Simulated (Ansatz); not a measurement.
Si₂Ru:
```cif
data_Ru2Si4
_chemical_formula_sum 'Ru2 Si4'
_space_group_name_H-M_alt 'P42/mnm'
_space_group_IT_number 136
_space_group_name_Hall '-P 4n 2n'
_cell_length_a 5.96229
_cell_length_b 5.96229
_cell_length_c 2.97478
_cell_angle_alpha 90.000
_cell_angle_beta 90.000
_cell_angle_gamma 90.000
loop_
_atom_site_label
_atom_site_type_symbol
_atom_site_symmetry_multiplicity
_atom_site_Wyckoff_symbol
_atom_site_fract_x
_atom_site_fract_y
_atom_site_fract_z
_atom_site_occupancy
Ru1 Ru 2 a 0.00000 0.00000 0.00000 1
Si1 Si 4 f 0.27959 0.27959 0.00000 1
```

Relaxed at zero pressure with DFT-PBE in the program Ansatz with PAW potentials.

**Question.** The volume is lowered by 6 % and shape and atoms relax at that volume. What pressure results, and how do the axes share the change?

**Answer.** 9.8 GPa; a -1.9 %, b -1.9 %, c -2.4 %; the energy rises by 31 meV/atom.

**Question.** Give the new structure.

**Answer.** 
Space group P4₂/mnm (No. 136); a = b = 5.8502 Å, c = 2.9044 Å, α = β = γ = 90.00°

```json
[
 {"atom": "Ru", "site": "2a", "symmetry": "m.mm", "x": "0.0000", "y": "0.0000", "z": "0.0000"},
 {"atom": "Si", "site": "4f", "symmetry": "m.2m", "x": "0.2783", "y": "0.2783", "z": "0.0000"}
]
```

The phase is kept; no other phase was compared at this pressure.

Space group P4_2/mnm. The start of the workflow was typed in or built on a structure type; neither database checked (COD, Materials Project) lists it. Its standing as an ambient phase is unchecked. Symmetry was held in the PBE relaxation; whether a distortion lowers the energy is not shown. The run is not spin-polarised. The volume moved by 21 % from the start of the relaxation.

Potentials: the later of the program's two PAW sets.
